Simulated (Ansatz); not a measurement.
# Ansatz run, Tl₂BPd

input.yaml (Ansatz 0.2.0)

```yaml
crystal:
  lattice:
    - [4.080095, 0.0, 0.0]
    - [2.040048, -4.921756, 0.0]
    - [0.0, 0.0, -7.415645]
  atoms:
    - { symbol: Pd, position: [0.28306, 0.43388, 0.75] }
    - { symbol: Pd, position: [0.71694, 0.56612, 0.25] }
    - { symbol: B, position: [0.56698, 0.86604, 0.75] }
    - { symbol: B, position: [0.43302, 0.13396, 0.25] }
    - { symbol: Tl, position: [0.14403, 0.71194, 0.44878] }
    - { symbol: Tl, position: [0.85597, 0.28806, 0.94878] }
    - { symbol: Tl, position: [0.85597, 0.28806, 0.55122] }
    - { symbol: Tl, position: [0.14403, 0.71194, 0.05122] }
  symmetry: { tolerance: 0.0003 }
kpoints:
  mp_grid: { grid: [9, 9, 5], shift: [0, 0, 0] }
  band_path:
    path:
      - [0.0, 0.0, 0.0]
      - [0.0, -0.5, 0.0]
      - [0.41409659, -0.29295171, 0.0]
      - [0.58590341, 0.29295171, 0.0]
      - [0.0, 0.0, 0.0]
      - [0.0, 0.0, -0.5]
      - [0.58590341, 0.29295171, -0.5]
      - [0.41409659, -0.29295171, -0.5]
      - [0.0, -0.5, -0.5]
      - [0.0, -0.5, 0.0]
      - [0.0, 0.0, 0.0]
    npoints: 6
magnetization:
  spin_polarized: false
scf:
  occupations: { method: gaussian, width: 0.0759 }
  lower_state_search: "off"
  max_iter: 200
hamiltonian:
  pseudopotentials: { kind: paw }
  xc: pbe
basis:
  ecutwfc: 420
  fft_grid_basis: typed
output:
  forces: true
  stress: true
  eigenvalues: true
  bader: true
  populations: true
  elf: true
  write_potential: true
  volumetric_format: npy
  dos:
    e_range: [-12, 8]
    de: 0.05
    projected: { site_lists: { B: [B], Pd: [Pd], Tl: [Tl] } }
checkpoint:
  read: saved_state
```

The run starts from an earlier solution of this cell. 

Parts of the output:

```
SCF iter   1: F=—  Δρ=1.45e-3  dr2=3.53e-3
SCF iter   2: F=—  Δρ=7.58e-4  dr2=1.03e-3
SCF iter   3: F=—  Δρ=1.48e-4  dr2=4.96e-5
SCF iter   4: F=—  Δρ=5.23e-5  dr2=5.82e-6
SCF iter   5: F=—  Δρ=1.45e-5  dr2=6.14e-7
SCF iter   6: F=-60024.4053 eV  Δρ=4.56e-6  dr2=4.08e-8
Free energy (F): -60024.4053 eV
Harris-Foulkes:  -60024.4053 eV  (|F-HF|=2.07e-9)
Internal energy: -60024.3945 eV  (E = F + TS)
E sigma→0 (E₀):  -60024.3999 eV
Entropy (-TS):   -0.0108 eV (-1.352 meV/atom)
Fermi energy:    13.1801 eV
--- Stress (GPa, compression-positive) ---
       17.5288       0.0000       0.0000
        0.0000       6.8227       0.0000
        0.0000       0.0000      24.6033
  P = ⅓ Tr σ = 16.3183 GPa (163.183 kbar)
--- Löwdin populations: 8 sites ---
  site symbol       q [e]
     0     Pd     17.2846
     1     Pd     17.2846
     2      B      3.2619
     3      B      3.2619
     4     Tl     13.1537
     5     Tl     13.1537
     6     Tl     13.1537
     7     Tl     13.1537
  spilling = 0.0031 (of n_electrons = 94.0000)
```

Origin: a known structure type with other elements, at an estimated volume, so it need not be a known compound. Caveats: atoms or cell far from equilibrium.
